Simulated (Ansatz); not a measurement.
Values for one crystal, relaxed and computed with plane-wave PAW r²SCAN (Ansatz code); other levels are named.

| Item | Result |
|---|---|
| Volume per atom | 26.45 Å³ |
| Electronic character | metallic (no gap) |
| Formation energy from the elements (no fitted shifts) | -0.30 eV/atom |
| Pressure derivative B′ | 6.1 |
| Gap with spin–orbit coupling | none (metallic) |
| Density of states at the Fermi level | 0.20 states/eV per atom (mean over ±0.08 eV) |
| Bulk modulus (Birch–Murnaghan fit) | 36.0 GPa |

Problem. Pick the material that matches.
(A) Te4Mo3, R-3 (Te on 6c, Te on 18f, Mo on 18f)
(B) TePd, Cmcm (Te on 4c, Pd on 4c)
(C) TiTe, NiAs type
(D) In3SbTe2, Immm (In on 2a, In on 4i, Sb on 2d, Te on 4j)

Solution. A, Te4Mo3, R-3 (Te on 6c, Te on 18f, Mo on 18f)

The workflow started from a Materials Project entry (that database holds measured and hypothetical structures alike); the Crystallography Open Database files this formula in space group No. 148, but the cells were not matched. Its standing as an ambient phase is unchecked. The r²SCAN relaxation kept the symmetry of its start; its stability against distortions is not shown here. No spin polarisation was allowed. The references are the lowest solids computed at this level, not always the standard phases. Spin–orbit coupling is left out wherever it is not named.

Potentials: the later of the program's two PAW sets.
